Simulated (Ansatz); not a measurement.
**LaAl2Ni8Bi: frames of a relaxation, 2 La, 2 Bi on the 4 sites of La, cell and atoms relaxed**

Computed with the plane-wave PAW code Ansatz (scalar-relativistic, PAW set soft_2): PBEsol, no spin polarisation, 420 eV cutoff, k-mesh 4×4×4.

Positions in Å and forces in eV/Å; free energies count from the last frame, each frame in a plane-wave basis chosen at its own cell.

```
24
Lattice="5.014 0.000 -4.040 -5.014 0.000 -4.040 0.000 8.310 0.000" Properties=species:S:1:pos:R:3:forces:R:3 pbc="T T T" step=1 dE=0.179eV
Al   -0.035    0.015   -2.011    0.287   -0.219   -0.040
Al    2.521    4.133   -2.051   -0.003    0.555    0.313
Al   -2.512    4.171   -2.028    0.013   -0.472    0.111
Al    0.026   -0.002   -6.065   -0.174    0.002    0.103
Bi   -0.001    4.160   -4.019   -0.007   -0.138   -0.055
La    2.507   -0.011   -4.057    0.056    0.104    0.238
La   -2.515    0.011   -4.038    0.117   -0.021   -0.182
Bi   -0.018    4.166    0.006    0.141   -0.070   -0.084
Ni    0.035    6.878   -4.030   -0.136   -0.107   -0.235
Ni    2.504    2.738   -4.035    0.053    0.134   -0.088
Ni   -2.480    2.738   -4.068   -0.100    0.190    0.344
Ni   -0.001    6.889    0.032    0.055   -0.223   -0.512
Ni    0.015    1.390   -4.040   -0.087    0.375    0.103
Ni    2.478    5.577   -4.052    0.161   -0.175    0.054
Ni   -2.468    5.578   -3.988   -0.161   -0.220   -0.897
Ni    0.003    1.405    0.002    0.061    0.383    0.058
Ni   -1.265    6.225   -2.052    0.395    0.228    0.440
Ni    1.261    2.108   -2.026   -0.154   -0.259    0.066
Ni    1.261    2.074   -6.029    0.076    0.044   -0.289
Ni   -1.235    6.256   -6.060   -0.236   -0.235    0.110
Ni   -1.258    2.071   -1.994   -0.023    0.103   -0.223
Ni    1.273    6.262   -2.055    0.063   -0.107    0.526
Ni    1.292    6.230   -6.087   -0.343    0.224    0.251
Ni   -1.226    2.087   -6.051   -0.053   -0.096   -0.110
```

```
24
Lattice="5.009 0.001 -4.026 -5.009 -0.001 -4.026 0.001 8.360 0.000" Properties=species:S:1:pos:R:3:forces:R:3 pbc="T T T" step=7 dE=0.000eV
Al    0.007    0.002   -2.013   -0.001    0.000    0.000
Al    2.512    4.183   -2.013    0.000    0.000    0.000
Al   -2.498    4.182   -2.013    0.002    0.000    0.000
Al    0.007    0.002   -6.039    0.000    0.000    0.000
Bi    0.007    4.181   -4.025    0.000    0.001    0.000
La    2.511    0.002   -4.026   -0.001    0.000    0.000
La   -2.498    0.002   -4.026    0.000    0.000    0.000
Bi    0.007    4.183   -0.001    0.000    0.000    0.000
Ni    0.009    6.882   -4.026    0.000    0.002    0.000
Ni    2.512    2.786   -4.026   -0.001    0.002    0.000
Ni   -2.499    2.786   -4.026    0.001    0.001    0.000
Ni    0.009    6.883    0.000   -0.001    0.000    0.000
Ni    0.006    1.482   -4.026    0.001    0.000    0.000
Ni    2.512    5.579   -4.026    0.001   -0.002    0.000
Ni   -2.496    5.579   -4.026    0.000   -0.003    0.001
Ni    0.006    1.483    0.000    0.001   -0.001    0.000
Ni   -1.251    6.282   -2.013   -0.001    0.000    0.000
Ni    1.267    2.083   -2.013    0.000    0.000    0.000
Ni    1.267    2.083   -6.039    0.000    0.000    0.000
Ni   -1.252    6.282   -6.039    0.000    0.000    0.000
Ni   -1.255    2.081   -2.013    0.000    0.000    0.000
Ni    1.270    6.284   -2.013   -0.001    0.000    0.000
Ni    1.270    6.284   -6.039   -0.001   -0.001    0.000
Ni   -1.255    2.081   -6.038    0.001    0.001    0.000
```

Caveats: a metal with Cr, Mn, Fe, Co or Ni was run without spin, and may be magnetic.
